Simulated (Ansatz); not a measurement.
# One relaxed cell of Ca₃SnH₂ at several levels

A database entry relaxed whole under r2SCAN at zero pressure (Cmcm, No. 63):

```
Ca Sn H
1.0
     4.42541   -5.68413    0.00000
     4.42541    5.68413    0.00000
     0.00000    0.00000    5.23452
Ca Sn H
6 2 4
Direct
  0.89064 0.10936 0.25000
  0.10936 0.89064 0.75000
  0.81379 0.59189 0.25000
  0.18621 0.40811 0.75000
  0.59189 0.81379 0.75000
  0.40811 0.18621 0.25000
  0.30667 0.69333 0.25000
  0.69333 0.30667 0.75000
  0.15159 0.15159 0.00000
  0.84841 0.84841 0.50000
  0.84841 0.84841 0.00000
  0.15159 0.15159 0.50000
```

Its volume is 21.95 Å³ an atom, +0.1 % against the entry's 21.93, a measured cell (1997, 296 K).

Single points on this cell with plane-wave PAW DFT (Ansatz 0.2.0; r2SCAN 500 eV, hybrids 420 eV; fermi-dirac occupations of width 0.020 eV; no moments): r2SCAN on a 4×4×6 Γ-centred mesh; r2SCAN with spin-orbit coupling on a 4×4×4 Γ-centred mesh; HSE06 on a 2×2×4 Γ-centred mesh; PBE0 on a 2×2×4 Γ-centred mesh.

How do gap, pressure and charges move from level to level?

The runs give:

```csv
level,"gap (eV), or kind",pressure (GPa),Bader charge of Ca (e),Bader charge of Sn (e),Bader charge of H (e)
r2SCAN,0.39,0.0,+1.38,-2.55,-0.80
r2SCAN with spin-orbit coupling,0.35,0.0,+1.38,-2.55,-0.80
HSE06,0.55,0.2,+1.38,-2.55,-0.80
PBE0,1.17,0.2,+1.39,-2.56,-0.80
```

Under r2SCAN the gap is 0.39 eV, over mesh and band path. HSE06 moves it by +0.16 eV and PBE0 by +0.78 eV; PBE0 keeps its exact exchange at long range, which widens the gap over HSE06's by 0.62 eV on their common mesh. Spin-orbit coupling moves the r2SCAN gap by -0.04 eV.

Caveats: the relaxation kept the start's symmetry; HSE06 is read on its mesh and at the zone's corners, PBE0 on its mesh alone; hybrid pressures are good to a few tenths of a GPa; pressure is positive in compression.
